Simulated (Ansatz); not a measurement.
LiBeB in space group P2_1/m (No. 11; Li on 2e, Be on 2e, B on 2e), PBE in the plane-wave PAW code Ansatz, all energies at zero smearing, with the estimated change up to a 700 eV cutoff added, with one set of potentials and settings (totals compare only within such a set). Cell of 6 atoms (2 Li, 2 Be, 2 B): -907.501 eV.

```json
[
 {"element": "Li", "reference phase": "Fm-3m, 1 atoms in the cell", "E (eV/atom)": "-204.6902"},
 {"element": "Be", "reference phase": "P6_3/mmc, 2 atoms in the cell", "E (eV/atom)": "-92.7620"},
 {"element": "B", "reference phase": "R-3m, 12 atoms in the cell", "E (eV/atom)": "-155.9161"}
]
```

Formation energy per atom, worked out: (-907.501 − 2×(-204.6902) − 2×(-92.7620) − 2×(-155.9161))/6 = -0.127 eV/atom (-12 kJ per mol of atoms), at 0 K, without zero-point energy or fitted corrections.

The first step of the workflow began from a Materials Project structure, measured or hypothetical; the Crystallography Open Database copy checked does not list it. Its standing as an ambient phase is unchecked. The PBE relaxation kept the symmetry of its start; of distortions, only those at the zone centre were tested. The references are the lowest solids computed at this level, not always the standard phases.

Potentials: the later of the program's two PAW sets.
